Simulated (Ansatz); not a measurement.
Relaxed-ion elastic tensor of MgZnO$_{2}$ in space group R-3m (No. 166; Mg on 3a, Zn on 3b, O on 6c) in GPa (Voigt order), PBEsol in the plane-wave PAW code Ansatz; density 5.30 g/cm³, 9.53 Å³ per atom.

```
  308    109   97.2  -25.1    0.0    0.0
  109    308   97.2   25.1    0.0    0.0
 97.2   97.2    318    0.0    0.0    0.0
-25.1   25.1    0.0   69.1    0.0    0.0
  0.0    0.0    0.0    0.0   69.1  -25.1
  0.0    0.0    0.0    0.0  -25.1   99.4
```

### Question
Is the crystal mechanically stable?

### Answer
Yes: the smallest eigenvalue of C is 55.0 GPa.

### Question
Work out the Voigt, Reuss and Hill averages.

### Answer
K_V = 171, K_R = 171, K_H = 171; G_V = 89.5, G_R = 79.3, G_H = 84.4 GPa.

### Question
Give Young's modulus, Poisson's ratio, Pugh's ratio and the universal anisotropy index.

### Answer
E = 9KG/(3K + G) = 218 GPa; ν = 0.29; K/G = 2.03 (ductile by the Pugh limit of 1.75); A_U = 5G_V/G_R + K_V/K_R − 6 = 0.64.

### Question
Estimate the sound speeds and the Debye temperature.

### Answer
v_l = √((K + 4G/3)/ρ) = 7320 m/s, v_t = √(G/ρ) = 3990 m/s, mean 4450 m/s; Θ = (h/k)(3n/4πV)^(1/3) v_m = 625 K.

### Question
Solve the Christoffel equation for the three sound speeds along x, y, z.

### Answer
Eigenvalues of C_ijkl n_j n_l equal ρv². In km/s, slowest first: x 3.22, 4.63, 7.62; y 3.54, 4.33, 7.65; z 3.61, 3.61, 7.74.

### Question
How much does each axis shrink under pressure?

### Answer
Linear compressibilities β_i = Σ_j S_ij (j = 1 to 3): x 1.9, y 1.9, z 2.0 per TPa.

The first step of the workflow began from a Materials Project structure, measured or hypothetical; the Crystallography Open Database copy checked does not list it. With Mg and Zn taken as one species the cell has the higher symmetry Fm-3m, so it may be an ordered model of a mixed-site phase. Its standing as an ambient phase is unchecked. Symmetry was held in the PBEsol relaxation; of distortions, only those at the zone centre were tested.

Potentials: the later of the program's two PAW sets.
